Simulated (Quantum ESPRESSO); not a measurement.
# Ca2MgZnO4: convergence and cost over cutoff and k mesh

Computed values, not a measurement. The program is pw.x of Quantum ESPRESSO 7.5 (plane-wave density functional theory). The cell is made up: 8 atoms on a rocksalt lattice, with randomly drawn elements, strain and displacements, not relaxed. PseudoDojo standard norm-conserving files (v0.5 for PBE, v0.4.1 for LDA and PBEsol) set the functional; there is no spin polarisation, spin-orbit coupling or dispersion term, and the masses in the input are unused placeholders.

Input of the run in row 2:

```
&control calculation='scf', pseudo_dir='./dojo.nc.sr.pbe.v0_5.standard.upf', outdir='./o', disk_io='medium', tprnfor=.true., tstress=.true. /
&system ibrav=0, nat=8, ntyp=4, nbnd=43, ecutwfc=84.00895049, nosym=.true., tot_charge=0,
 occupations='smearing', smearing='fd', degauss=0.0018374661
/
&electrons conv_thr=7.350e-09, electron_maxstep=60, /
ATOMIC_SPECIES
Ca 1.0 Ca.upf
Mg 1.0 Mg.upf
O 1.0 O.upf
Zn 1.0 Zn.upf
CELL_PARAMETERS angstrom
4.59 0.0 0.0
0.0 4.59 0.0
0.0 0.0 4.59
ATOMIC_POSITIONS angstrom
Ca 0.0224 -0.0345 -0.022
Mg 0.0903 2.3008 2.3047
Ca 2.1399 0.2057 2.3621
Zn 2.4135 2.2891 0.0457
O 2.2267 -0.0139 0.0361
O 2.3171 2.2604 2.2552
O 4.6981 -0.0086 2.41
O 4.6474 2.3849 0.0051
K_POINTS automatic
4 4 4 1 1 1
```

The same cell was run at these settings. Meshes are shifted by half a step, and differences are from the last row, which is itself not exact.

| cutoff (eV) | k mesh | k points solved | threshold (eV) | free energy less the last row's (eV) | pressure (GPa) | largest stress difference (GPa) | largest force difference (eV/Å) | iterations | wall time (s) | k-point pools | processor |
| --- | --- | --- | --- | --- | --- | --- | --- | --- | --- | --- | --- |
| 800 | 2 x 2 x 2 | 4 | 1e-04 | 2.511 | -32.42 | 37.01 | 0.153 | 9 | 24 | 1 | AMD EPYC, Zen 5 class |
| 1143 | 4 x 4 x 4 | 32 | 1e-07 | 0.000 | 4.49 | 0.03 | 0.002 | 12 | 366 | 1 | AMD EPYC, Zen 5 class |
| 1437 | 6 x 6 x 6 | 108 | 1e-07 | 0.000 | 4.52 | 0.00 | 0.000 | 12 | 1174 | 1 | AMD EPYC, Zen 5 class |

Each pool is one process. Wall times include start-up and a band step at six k points, which weighs most on the coarsest meshes. The runs were on shared virtual cores whose load varied, so times are rough.